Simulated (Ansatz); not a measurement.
Structure: SnSTe (Janus 1T monolayer), at its r2SCAN minimum. In-plane lattice: a = 3.897 Å, b = 3.897 Å, γ = 120.0°; thickness between the outer nuclei 3.22 Å. Sn has 3 S at 2.65 Å and 3 Te at 2.89 Å; S has 3 Sn at 2.65 Å; Te has 3 Sn at 2.89 Å.

```cif
data_structure
_symmetry_space_group_name_H-M 'P 1'
_symmetry_Int_Tables_number 1
_cell_length_a 3.8970
_cell_length_b 3.8970
_cell_length_c 30.1487
_cell_angle_alpha 90.000
_cell_angle_beta 90.000
_cell_angle_gamma 120.000
_cell_volume 396.52
loop_
_atom_site_label
_atom_site_type_symbol
_atom_site_fract_x
_atom_site_fract_y
_atom_site_fract_z
_atom_site_occupancy
Sn1 Sn 0.00000 0.00000 0.30311 1
S1 S 0.33333 0.66667 0.34963 1
Te1 Te 0.66667 0.33333 0.24281 1
```
The sheet repeats along a and b alone.

4 runs of the PAW code Ansatz on this cell differ in the functional (and in the settings that go with it). Levels are in eV from each run's valence top; v1 is the last filled band, c1 the first empty one.

Run A, mean stress -1.9 N/m (compression positive):
```tsv
point	v5	v3	v1	c1	c2	c3
Γ	-1.90	-1.85	0.00	0.33	2.67	3.48
M	-5.05	-2.96	-0.81	-0.32	3.12	4.16
K	-4.49	-4.00	-1.35	0.70	3.87	4.59
```

Run B, mean stress +0.7 N/m (compression positive):
```tsv
point	v5	v3	v1	c1	c2	c3
Γ	-1.96	-1.88	0.00	0.45	2.80	3.55
M	-5.05	-2.98	-0.84	-0.25	3.22	4.21
K	-4.49	-4.00	-1.38	0.77	3.92	4.66
```

Run C, mean stress -0.4 N/m (compression positive):
```tsv
point	v5	v3	v1	c1	c2	c3
Γ	-2.36	-2.24	0.00	0.94	3.47	4.23
M	-5.66	-3.43	-0.95	0.15	3.86	4.85
K	-5.07	-4.49	-1.58	1.29	4.59	5.40
```

Run D, mean stress 0.0 N/m (compression positive):
```tsv
point	v5	v3	v1	c1	c2	c3
Γ	-2.13	-2.00	0.00	0.71	3.28	3.82
M	-5.25	-3.12	-0.88	-0.09	3.60	4.63
K	-4.69	-4.17	-1.47	0.96	4.30	5.09
```

Q: Match the runs to LDA, PBE, r2SCAN, HSE06.

A: A is LDA, B is PBE, C is HSE06, D is r2SCAN. In order of the gap: LDA none (overlap 0.32), PBE none (overlap 0.25), r2SCAN none (overlap 0.09), HSE06 0.15 eV. The stress vanishes for r2SCAN, which relaxed the cell.

No spin polarisation. The prototype was imposed, so other structures may be more stable.

No spin-orbit coupling is included; it can move band edges with weight on the heavy atoms by tenths of an eV.

The stress of a hybrid is loosely converged in these runs.

Where bands overlap, v1 and c1 are numbered by the electron count and aren't everywhere filled or empty.

Where bands overlap the cell is a metal at that level, and these k meshes limit energies, forces and stress. Overlaps of a few tenths of an eV in semilocal functionals can be an artefact that a hybrid or GW lifts.

The meshes of the hybrids are coarse, so their gaps aren't converged to the digits shown.
